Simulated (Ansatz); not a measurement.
# LuCd3, a database entry at a rescaled volume

```xyz
8
Lattice="3.5486 5.2269 0.0000 3.5486 -5.2269 0.0000 0.0000 0.0000 -4.7424" Properties=species:S:1:pos:R:3 pbc="T T T"
Cd    1.5110    0.9931   -3.5568
Cd    5.5862   -0.9931   -1.1856
Cd    1.5110   -0.9931   -1.1856
Cd    5.5862    0.9931   -3.5568
Lu    3.5486   -1.3810   -3.5568
Lu    3.5486    1.3810   -1.1856
Cd    3.5486    3.3965   -3.5568
Cd    3.5486   -3.3965   -1.1856
```

The numbers come from plane-wave PAW DFT (Ansatz): r2SCAN, no spin polarisation, 500 eV, 6×6×7 Γ-centred k points, fermi-dirac occupations (width 0.0268 eV). Nothing was relaxed.

Formation energy: -0.25 eV an atom against the elements' usual phases (free molecules for gases, crystals otherwise, with no correction for O₂ or N₂), so it is bound against them; other compounds may still compete. Relaxing would lower it.
Contacts: Cd–Cd at 2.93 Å: least valence density 0.21 e/Å³ and ELF 0.24 there. Lu–Cd at 3.11 Å: least valence density 0.15 e/Å³ and ELF 0.14 there. Lu–Lu at 3.64 Å: least valence density 0.10 e/Å³ and ELF 0.20 there. These are pseudo-fields; inside the PAW spheres they differ from the all-electron ones.
At the Fermi level: It is a metal, with about 3.5 states/eV a cell as the mean within 0.25 eV of the Fermi level.
Forces: The largest is on Cd2 (and as large on other atoms): 0.13 eV/Å, components (-0.11, -0.06, 0.00). It makes 108° with the line to a nearest neighbour, Cd7 at 2.93 Å.
Charges: Bader charges in e: Lu +1.47, Cd -0.56 to -0.35. In the mean Lu gives up most and Cd takes most.
Stress: The pressure is 1.4 GPa (compression positive), so with the atoms held at these fractions the cell would first expand.

Origin: a database entry at a rescaled volume.
